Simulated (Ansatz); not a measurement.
La:
```yaml
crystal:
  lattice:
    - [3.76444, 0.00000, 0.00000]
    - [-1.88222, 3.26010, 0.00000]
    - [0.00000, 0.00000, 12.09961]
  atoms:
    - { symbol: La, position: [0.00000, 0.00000, 0.00000] }
    - { symbol: La, position: [0.00000, 0.00000, 0.50000] }
    - { symbol: La, position: [0.33333, 0.66667, 0.25000] }
    - { symbol: La, position: [0.66667, 0.33333, 0.75000] }
```

Relaxed with PBE. Special points in fractions of this cell's reciprocal vectors: Γ (0.000, 0.000, 0.000); M (0.500, 0.000, 0.000); K (0.333, 0.333, 0.000); A (0.000, 0.000, 0.500); L (0.500, 0.000, 0.500); H (0.333, 0.333, 0.500).

Question: List the band energies nearest the Fermi level at these points for PBE with spin–orbit coupling in the plane-wave PAW code Ansatz.

Answer: In eV from the Fermi level; about four levels below and three above (degenerate sets whole), none deeper than 8.9 eV; points with the same levels are listed once.

```csv
k,below,above
Γ,-1.90 -1.90 -1.79 -1.79,0.46 0.46 0.59 0.59
M,-0.32 -0.32 -0.22 -0.22,0.39 0.39 0.88 0.88
K,-0.55 -0.55 -0.55 -0.55 -0.02 -0.02,0.11 0.11 0.16 0.16
A,-1.72 -1.72 -1.72 -1.72,0.74 0.74 0.74 0.74
L,-1.10 -1.10 -1.10 -1.10,0.61 0.61 0.61 0.61
H,-0.10 -0.10 -0.02 -0.02,0.02 0.02 0.78 0.78
```

Space group P6_3/mmc (dhcp (α-La type)). Symmetry was held in the PBE relaxation.

Potentials: the earlier of the program's two PAW sets.
